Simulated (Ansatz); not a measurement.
BiB (rock salt), relaxed with r²SCAN (Ansatz, an electronic-structure program, plane waves, PAW): a = 5.257 Å, b = 5.257 Å, c = 5.257 Å, α = 90.00°, β = 90.00°, γ = 90.00°.

* **ΔH_f (eV/atom)**: 1.24
* **B₀ by P(V) fit (GPa)**: 85.8
* **K_Hill (GPa)**: 86.1
* **G_Hill (GPa)**: 50.3
* **Θ_D (K)**: 282

### Question
The same phase is relaxed and computed with PBE in the same code. What are the cell and these values now?

### Answer
a = 5.2768 Å, b = 5.2768 Å, c = 5.2768 Å, α = 90.00°, β = 90.00°, γ = 90.00°.

ΔH_f (eV/atom): 1.20
B₀ by P(V) fit (GPa): 81.7
K_Hill (GPa): 81.2
G_Hill (GPa): 43.9
Θ_D (K): 264

Constructed cells (a structure type filled with these elements, in neither database checked): BiB, rock salt. All cells were relaxed under the symmetry of their starts (and spin orders); stability against distortions was not tested throughout. Scalar-relativistic: spin–orbit coupling is off unless named, which matters more the heavier the elements.

Potentials: the later of the program's two PAW sets.

Ansatz is a plane-wave DFT program.

Formation energies count from the lowest solids of the elements computed at the same level, not from gases.
